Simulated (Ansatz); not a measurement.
CoSi in space group P2_13 (No. 198; Co on 4a, Si on 4a) at seven volumes, the program Ansatz at the r²SCAN level (PAW), shape and atoms relaxed at each. One row is withheld.

```json
[
 {"V (Å³/atom)": "9.577", "P (GPa)": "?"},
 {"V (Å³/atom)": "9.893", "P (GPa)": "17.57"},
 {"V (Å³/atom)": "10.209", "P (GPa)": "8.04"},
 {"V (Å³/atom)": "10.525", "P (GPa)": "0.00"},
 {"V (Å³/atom)": "10.840", "P (GPa)": "-6.75"},
 {"V (Å³/atom)": "11.156", "P (GPa)": "-12.39"},
 {"V (Å³/atom)": "11.472", "P (GPa)": "-17.00"}
]
```

Fit the shown pressures and predict the withheld one.

P = (3/2)B₀(x^(7/2) − x^(5/2))[1 + (3/4)(B′ − 4)(x − 1)] with x = (V₀/V)^(2/3). Least squares on the six rows gives V₀ = 10.524 Å³/atom, B₀ = 244 GPa, B′ = 4.93. At V = 9.577, x = 1.0649 and P = 29.04 GPa. The run itself gave 28.86 GPa.

The cell was relaxed with r²SCAN under the symmetry of its start. The workflow began spin-polarised and lost its moments.

Potentials: the later of the program's two PAW sets.
